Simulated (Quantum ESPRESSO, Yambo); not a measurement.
CaZnC₂O₆ (space group R-3, No. 148): one geometry, one set of PBEsol (Quantum ESPRESSO, PseudoDojo norm-conserving, 84 Ry, without SOC) orbitals, self-energies from Yambo (4×4×4 Γ-centred k mesh, bands 5 to 137 and a 6 Ry block in the screening, 137 bands in G with the Bruneval-Gonze terminator, plasmon pole fitted at 27.2 eV).

```json
[
 {"level": "PBEsol (Quantum ESPRESSO)", "gap L → Z (eV)": "3.89", "direct gap at (0.25, 0.25, 0.25) (eV)": "4.89"},
 {"level": "exchange only (Hartree-Fock self-energy on PBEsol orbitals)", "gap L → Z (eV)": "[?]", "direct gap at (0.25, 0.25, 0.25) (eV)": "[?]"},
 {"level": "static COHSEX@PBEsol", "gap L → Z (eV)": "7.44", "direct gap at (0.25, 0.25, 0.25) (eV)": "8.61"},
 {"level": "G0W0@PBEsol, plasmon pole", "gap L → Z (eV)": "[?]", "direct gap at (0.25, 0.25, 0.25) (eV)": "[?]"}
]
```

What belongs in the gaps?


- exchange only (Hartree-Fock self-energy on PBEsol orbitals), gap L → Z (eV): 15.25
- exchange only (Hartree-Fock self-energy on PBEsol orbitals), direct gap at (0.25, 0.25, 0.25) (eV): 16.22
- G0W0@PBEsol, plasmon pole, gap L → Z (eV): 6.78
- G0W0@PBEsol, plasmon pole, direct gap at (0.25, 0.25, 0.25) (eV): 7.80

Bare exchange has no screening and gives the widest gap; static COHSEX screens it but leaves out the frequency dependence, which G0W0 restores.

Convergence of the G0W0 settings was not tested. Oxides, nitrides and fluorides with a shallow 3d shell are known to need far more bands and larger blocks.

Geometry of the Materials Project entry, not relaxed at this level; primitive cell a = b = c = 6.126 Å, α = β = γ = 46.80°.

The structure is a Materials Project entry; no match was found in the copy of COD used, and its stability was not checked.
